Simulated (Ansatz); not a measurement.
Given:

CdTe:
```
CdTe
1.0
    0.00000     2.96508     2.96508
    2.96508     0.00000     2.96508
    2.96508     2.96508     0.00000
Cd Te
1 1
Direct
  0.00000   0.00000   0.00000
  0.50000   0.50000   0.50000
```

This is the LDA-relaxed structure.

### Question
All from LDA (plane waves, PAW; program Ansatz), unless another level is named. Give the electronic character.

### Answer
metallic (no gap).

### Question
Next, the density of states at the Fermi level?

### Answer
0.58 states/eV per atom (mean over ±0.08 eV).

### Question
Next, the formation energy from the elements (no fitted shifts)?

### Answer
-0.25 eV/atom.

Space group Fm-3m (rock salt). This is a known high-pressure phase of the composition, computed here at zero pressure and temperature. The cell was relaxed with LDA under the symmetry of its start; of distortions, only those at the zone centre were tested. The references are the lowest solids computed at this level, not always the standard phases. Spin–orbit coupling is left out wherever it is not named.

Potentials: the earlier of the program's two PAW sets.
